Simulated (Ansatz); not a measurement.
The start is a generated cell, Ir built in the AFLOW prototype A_oF8_70_a. The structure is fully relaxed (lattice and positions, P = 0) with PBE (plane waves to 420 eV, PAW, scalar-relativistic; Ansatz, an electronic-structure program). First-step values are on the input's coarse k-mesh.

Ansatz input (later rounds restart from its end on a renewed k-mesh):
Ansatz 0.2 input:
```yaml
crystal:
  lattice:
    - [0, 2.448174, 4.3130169]
    - [1.3406344, 0, 4.3130169]
    - [1.3406344, 2.448174, 0]
  atoms:
    - { symbol: Ir, position: [0.25, 0.25, 0.25] }
    - { symbol: Ir, position: [0, 0, 0] }
basis: { ecutwfc: 420, ecutrho_ratio: 4, xc_grid: 2, fft_grid_basis: typed }
kpoints: { mp_grid: { grid: [14, 14, 14] } }
hamiltonian:
  xc: pbe
  dispersion: none
  pseudopotentials: { kind: paw }
scf: { occupations: { method: fermi_dirac, width: 0.05 } }
relax: { f_tol: 0.01, max_steps: 100, cell: { stress_tol: 0.02 } }
output: { forces: true, stress: true }
```

### Question
What pressure does the first self-consistent step give?

### Answer
+19.6 GPa (positive: the cell is compressed).

### Question
By how much does the energy per atom fall from start to end?

### Answer
0.15 eV/atom.

### Question
How do the shortest distances between atoms change?

### Answer
The closest pairs of elements (up to four, under 3.6 Å), start → end: Ir–Ir 2.57 → 2.66 Å.

### Question
What band gap does the relaxed structure have at this level?

### Answer
No gap (metallic).

### Question
Give the final cell and atomic positions.

### Answer

```cif
data_Ir8
_chemical_formula_sum 'Ir8'
_space_group_name_H-M_alt 'Fddd :1'
_space_group_IT_number 70
_space_group_name_Hall 'F 2 2 -1d'
_cell_length_a 2.76797
_cell_length_b 4.68194
_cell_length_c 9.15630
_cell_angle_alpha 90.000
_cell_angle_beta 90.000
_cell_angle_gamma 90.000
loop_
_atom_site_label
_atom_site_type_symbol
_atom_site_symmetry_multiplicity
_atom_site_Wyckoff_symbol
_atom_site_fract_x
_atom_site_fract_y
_atom_site_fract_z
_atom_site_occupancy
Ir1 Ir 8 a 0.00000 0.00000 0.00000 1
```
(The calculation used a cell of 2 atoms; values per cell refer to that cell.)

The space group stays Fddd (No. 70) (the run could not lower it); the end is AFLOW prototype A_oF8_70_a, with 2 atoms in the primitive cell. Final values are on a 20×20×20 k-mesh of the relaxed cell. No spin polarisation in the result.

The run could not lose the symmetry of its start: the end is stationary, and may be a saddle point rather than a minimum.

All atoms sit on sites fixed by symmetry, so only the cell could relax.

The relaxed structure here is a generated cell of Ir: the first start was made by placing the elements on the sites of a structure type, and the end was not matched to a known phase here, so it may be hypothetical. Known forms of Ir include space group No. 225.
